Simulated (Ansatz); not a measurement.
Crystals of one structure type (Cu3Au type) and one family of elements, relaxed and computed with LDA (plane waves, PAW; program Ansatz).

| crystal | K_Hill (GPa) | G_Hill (GPa) |
|---|---|---|
| NbRh3 | 300 | ? |
| VCo3 | 301 | 173 |
| TaRh3 | 311 | 178 |
| NbIr3 | 361 | 230 |
| VIr3 | 372 | 242 |

### Question
Fit a straight line to ln G against ln K and predict the withheld value.

### Answer
Least squares on the 4 shown rows: ln G = 1.63 × ln K + (-4.161), with a scatter of 0.9 %. For NbRh3 this gives 170. The run itself gave 173, a miss of 1.7 % of that.

Standing as an ambient phase not checked: NbRh3, Cu3Au type; VCo3, Cu3Au type; TaRh3, Cu3Au type; NbIr3, Cu3Au type; VIr3, Cu3Au type. All cells were relaxed under the symmetry of their starts (and spin orders); stability against distortions was not tested throughout. Rows with no word on spin ran without spin polarisation. Spin–orbit coupling is left out wherever it is not named.

Potentials: the later of the program's two PAW sets.
